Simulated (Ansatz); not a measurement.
## Te (omega (AlB2-type)): energy against volume

Theory: Ansatz, DFT, LDA (PW92), plane waves (420 eV) with PAW, scalar-relativistic. The PAW files were generated under PBE, with cores re-solved for the functional.

The cell is scaled uniformly from the relaxed one, with fractional coordinates and shape fixed. Energies are extrapolated to zero smearing, pressures are those at the given smearing. Magnetic state: spin not included.

A Birch-Murnaghan fit gives V₀ = 26.98 Å³/atom, B₀ = 66 GPa, B₀′ = 4.7.

Task: What are the energy above the minimum and the pressure at 25.980 Å³/atom?

Result: 8.3 meV/atom and 2.87 GPa as computed.

Task: What are the energy above the minimum and the pressure at 28.144 Å³/atom?

Result: 9.6 meV/atom and -2.42 GPa as computed.

Task: What are the energy above the minimum and the pressure at 30.309 Å³/atom?

Result: 68.1 meV/atom and -5.75 GPa as computed.
